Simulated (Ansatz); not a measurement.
Computed with Ansatz, DFT PBE, scalar-relativistic, plane waves, PAW. All cells share a 420 eV cutoff and Γ-centred k meshes spaced about 0.3 Å⁻¹ or finer (0.25 for metals, 2π included). No spin polarisation in the final relaxations.

These are static total energies at zero pressure. All come from trial cells, and lower structures may exist.

Task: Order these relaxed structures of Bi₆O by energy, lowest first, with the energy over the lowest of them.
A.

```
Bi O
1.0
     5.54417    0.00000    0.00000
    -2.77209    4.80140    0.00000
     0.00000    0.00000    8.06349
Bi O
6 1
Direct
  0.00000 0.00000 0.27670
  0.00000 0.00000 0.72330
  0.66667 0.33333 0.03294
  0.33333 0.66667 0.96706
  0.33333 0.66667 0.35233
  0.66667 0.33333 0.64767
  0.00000 0.00000 0.00000
```

B.

```
Bi O
1.0
     7.80795    0.00000    0.00000
    -3.90398    6.76189    0.00000
     0.00000    0.00000    4.48432
Bi O
6 1
Direct
  0.00000 0.00000 0.00000
  0.33333 0.66667 0.50000
  0.66667 0.33333 0.50000
  0.50000 0.00000 0.00000
  0.00000 0.50000 0.00000
  0.50000 0.50000 0.00000
  0.00000 0.00000 0.50000
```

C.

```
Bi O
1.0
     3.12204    1.80251    5.73522
    -3.12204    1.80251    5.73522
     0.00000   -3.60502    5.73522
Bi O
6 1
Cartesian
  -1.1415 1.6779 10.0215
  -0.8824 -1.8275 10.0215
  2.0239 0.1496 10.0215
  -2.0239 -0.1496 7.1842
  0.8824 1.8275 7.1842
  1.1415 -1.6779 7.1842
  0.0000 0.0000 0.0000
```

Result: C (0 meV/atom), A (20 meV/atom), B (138 meV/atom). Forms: C R-3; A P-3m1; B P6/mmm. Counting Bi atoms around O (those within 1.25 times the shortest such distance or 1.15 times the sum of covalent radii, 1.27 where that leaves under three; the shortest distance is added where it exceeds 1.18 times the sum of covalent radii): C has O 6 from 2.7 Å; A has O 2; B has O 2.

Spin–orbit coupling, which can matter for Bi, is left out. With atoms moved at random, R-3 (by 57 meV/atom) fell into a lower structure. Without a clear test, and held by symmetry: P-3m1 and P6/mmm. Some types were kept out of the candidates beforehand, so the set may lack a known form.
